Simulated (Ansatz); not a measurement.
Sr (fcc, Cu type)

```
CELL_PARAMETERS angstrom
      6.02892     0.00000     0.00000
      0.00000     6.02892     0.00000
      0.00000     0.00000     6.02892
ATOMIC_POSITIONS crystal
  Sr 0.00000 0.00000 0.00000
  Sr 0.50000 0.50000 0.00000
  Sr 0.50000 0.00000 0.50000
  Sr 0.00000 0.50000 0.50000
```

In each cell atom 3 (Sr, nearest neighbour Sr at 4.263 Å; its periodic images, 6.0 Å or more away, move with it) moves by s·(0.577, 0.577, 0.577) (along Cartesian [111]), the rest being held.

Computed with PBE (plane waves to 420 eV, PAW, scalar-relativistic; Ansatz, a program for electronic structure). k mesh 6×6×6 (Γ-centred), Fermi-Dirac smearing 0.05 eV. The energy includes the smearing's −TS. With partly filled bands, energies and forces of such displacements shift with the k mesh and the smearing. Sr was relaxed with its symmetry unable to fall. ΔE is measured from the undisplaced structure. The last digit holds for this mesh only.

```csv
s (Å),ΔE (meV/cell)
-0.850,withheld
-0.680,433.3
-0.510,239.8
-0.340,105.1
-0.170,26.1
0.000,0.0
0.170,26.1
0.340,105.1
0.510,239.8
0.680,433.3
0.850,withheld
```

Q: Fit an even polynomial form (powers 2, 4) to the given rows and predict ΔE at s = -0.850.

A: Least squares on the 9 given rows: ΔE = (901.5)·s² + (77.10)·s⁴, in meV/cell with s in Å; root-mean-square residual 0.09 meV/cell. At -0.850 the fit gives 691.6 meV/cell; the calculation gives 689.0 meV/cell, so the extrapolation is off by 2.6 (+0.4 %). The quadratic term alone would give 651.3 meV/cell.

(For displaced atoms, the force is minus the slope of the energy, and its curvature is a force constant, which sets phonon frequencies.)
